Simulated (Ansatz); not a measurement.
Here is the system:

Ta:
```
CELL_PARAMETERS angstrom
     -1.65033     1.65033     1.65033
      1.65033    -1.65033     1.65033
      1.65033     1.65033    -1.65033
ATOMIC_POSITIONS crystal
  Ta 0.00000 0.00000 0.00000
```

This is the r²SCAN+D4-relaxed structure.

Question: All from the program Ansatz at the r²SCAN+D4 level (PAW), unless another level is named. Predict the Hill bulk and shear moduli.

Answer: 204 and 66.5 GPa.

Question: Give the elastic constants (relaxed ions, GPa).

Answer: C11 = 278, C12 = 167, C44 = 75.3.

Space group Im-3m (bcc (W type)). The r²SCAN+D4 relaxation kept the symmetry of its start. The run is not spin-polarised. The pairwise dispersion correction was not fitted to metals. As this level gives no gap, shear constants depend on the k-mesh and smearing (Fermi–Dirac, 0.1 eV here). Scalar-relativistic: spin–orbit coupling is off unless named, which matters more the heavier the elements.

Potentials: the later of the program's two PAW sets.
